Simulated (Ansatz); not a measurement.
**Trial structures of TaNb3F2: starts and ends**

All numbers below come from DFT PBE, scalar-relativistic, plane waves, PAW (Ansatz). Settings: cutoff 420 eV, Γ-centred meshes spaced at most about 0.3 Å⁻¹, and about 0.25 Å⁻¹ or finer for metals (2π included), Gaussian smearing. Collinear spin in cells that started with moments and kept them past the coarse steps, no spin elsewhere.

Each guess was relaxed in cell and atoms at zero pressure, within the symmetry of its start. All energies are static (0 K, no zero-point motion). Coordination counts F atoms around Nb and Ta (those within 1.25 times the shortest such distance or 1.15 times the sum of covalent radii; the shortest distance is added where it is long for a bond; a slash parts the counts of unlike sites).

```
guess      made from  start group  V start (Å³/atom)  end group  V end (Å³/atom)             coordination at the end  gap on mesh (eV)  largest moment (μB)  E over the lowest end (meV/atom)
    1    random cell       P6/mmm               17.7     P6/mmm             27.5             Ta 2, Nb 2/6 from 3.6 Å                 0                  0.7                               590
    2   Y2AlCo3 type         R-3m               15.2       R-3m             20.9               Ta 8 from 3.4 Å, Nb 2                 0                    -                               188
    3   HfCo3B2 type       P6/mmm               13.7     P6/mmm             15.4               Ta 6 from 3.2 Å, Nb 4                 0                    -                               120
    4    random cell        P-4m2               15.1          ?                ?                                   ?                 ?                    ?                                 ?
    5  Er2Mg3Ru type       P4/mmm               18.3     P4/mmm             15.9  Ta 8, Nb 2 from 3.8 Å/4 from 3.0 Å                 0                    -                                 0
```

Guess 4 as it starts:

```
Ta Nb F
1.0
     4.31826    0.00000    0.00000
     0.00000    4.31826    0.00000
     0.00000    0.00000    4.85974
Ta Nb F
1 3 2
Direct
  0.00000 0.00000 0.00000
  0.00000 0.50000 0.13764
  0.50000 0.00000 0.86236
  0.00000 0.00000 0.50000
  0.50000 0.50000 0.50000
  0.50000 0.50000 0.00000
```

Q: Fill in the missing row: what does this guess relax into, and where does it rank?

A: It ends in space group P-4m2 (No. 115), with a = 4.406 Å, c = 5.575 Å, 18.0 Å³/atom and no gap, without spin. It lies 0.34 eV/atom over the lowest end, above guess 2 and below guess 1. Counting F atoms around Nb and Ta, this end has Ta 4 from 3.1 Å, Nb 4/4 from 3.1 Å and the lowest (guess 5) has Ta 8, Nb 2 from 3.8 Å/4 from 3.0 Å.

```xyz
6
Lattice="4.4057 0.0000 0.0000 0.0000 4.4057 0.0000 0.0000 0.0000 5.5754" Properties=species:S:1:pos:R:3 pbc="T T T"
Ta    0.0000    0.0000    0.0000
Nb    0.0000    2.2028    1.4071
Nb    2.2028    0.0000    4.1683
Nb    0.0000    0.0000    2.7877
F     2.2028    2.2028    2.7877
F     2.2028    2.2028    0.0000
```

Formation energies are uncorrected and refer to the elements' standard structures at the same level (F₂ as a molecule).

Q: Is the lowest end bound against the elements?

A: Yes: its formation energy is −0.13 eV/atom. A negative formation energy is needed for stability but isn't enough: competing phases decide.

These runs have no spin–orbit coupling, which can matter for Ta. A magnetic state wasn't ruled out in cells without spin, among them P4/mmm. The magnetic state reached may not be the lowest. Cells relaxed within their symmetry can be saddle points. A lower structure may well exist outside this small set. Some structure types and database cells were kept out of the candidates from the start, so a known form may be missing.
